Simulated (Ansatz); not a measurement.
AlN (zinc blende, space group No. 216) at seven volumes, plane-wave PAW PBEsol (Ansatz code), scaled uniformly. One row is withheld.

| V (Å³/atom) | P (GPa) |
|---|---|
| 9.542 | 22.69 |
| 9.857 | 14.00 |
| 10.171 | 6.49 |
| 10.486 | 0.02 |
| 10.800 | ? |
| 11.115 | -10.40 |
| 11.429 | -14.57 |

Question: Fit the shown pressures and predict the withheld one.

Answer: P = (3/2)B₀(x^(7/2) − x^(5/2))[1 + (3/4)(B′ − 4)(x − 1)] with x = (V₀/V)^(2/3). Least squares on the six rows gives V₀ = 10.487 Å³/atom, B₀ = 200 GPa, B′ = 3.87. At V = 10.800, x = 0.9806 and P = -5.56 GPa. The run itself gave -5.57 GPa.

Space group F-43m (zinc blende). Symmetry was held in the PBEsol relaxation.

Potentials: the later of the program's two PAW sets.
